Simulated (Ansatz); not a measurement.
**Computed properties of Cs$_{2}$Pt**

Cs₂Pt:
```
CELL_PARAMETERS angstrom
      5.77519     0.00000     0.00000
     -2.88759     5.00146     0.00000
      0.00000     0.00000     7.89956
ATOMIC_POSITIONS crystal
  Cs 0.66667 0.33333 0.25000
  Cs 0.33333 0.66667 0.75000
  Cs 0.00000 0.00000 0.00000
  Cs 0.00000 0.00000 0.50000
  Pt 0.66667 0.33333 0.75000
  Pt 0.33333 0.66667 0.25000
```

Space group P6_3/mmc (No. 194); conventional cell a = 5.7752 Å, b = 5.7752 Å, c = 7.8996 Å, α = 90.00°, β = 90.00°, γ = 120.00°.

Method: the program Ansatz at the r²SCAN level (PAW). The cell and atoms are relaxed at this level. Other levels are named where they apply.

### Cell and energy

| Quantity | Result |
|---|---|
| Volume per atom | 38.03 Å³ |
| Density | 6.71 g/cm³ |
| Formation energy from the elements (no fitted shifts) | -0.082 eV/atom |

### Electronic structure

| Quantity | Value |
|---|---|
| Band gap | 2.04 eV (indirect) |
| Valence-band maximum | at Γ |
| Conduction-band minimum | off the standard path, at k = (-0.005, 0.276, 0.448) in fractions of the reciprocal vectors |
| Smallest direct gap on the standard path | 2.08 eV |
| Electron effective mass | 0.24, 0.79, 3.4 mₑ (principal values) |
| Hole effective mass, band 1 of 2 at the edge | 2.0 along x, 7.8 along z (mₑ) |
| Hole effective mass, band 2 of 2 at the edge | 1.4 along x, 7.8 along z (mₑ) |
| Gap with spin–orbit coupling | 1.58 eV |

### Mechanics

| Property | Result |
|---|---|
| Bulk modulus (Birch–Murnaghan fit) | 15.7 GPa |
| Pressure derivative B′ | 5.7 |

The first step of the workflow began from a Materials Project structure, measured or hypothetical; the Crystallography Open Database copy checked does not list it. Its standing as an ambient phase is unchecked. The cell was relaxed with r²SCAN under the symmetry of its start; whether a distortion lowers the energy is not shown. No spin polarisation was allowed. The references are the lowest solids computed at this level, not always the standard phases. Scalar-relativistic: spin–orbit coupling is off unless named, which matters more the heavier the elements.

Potentials: the later of the program's two PAW sets.
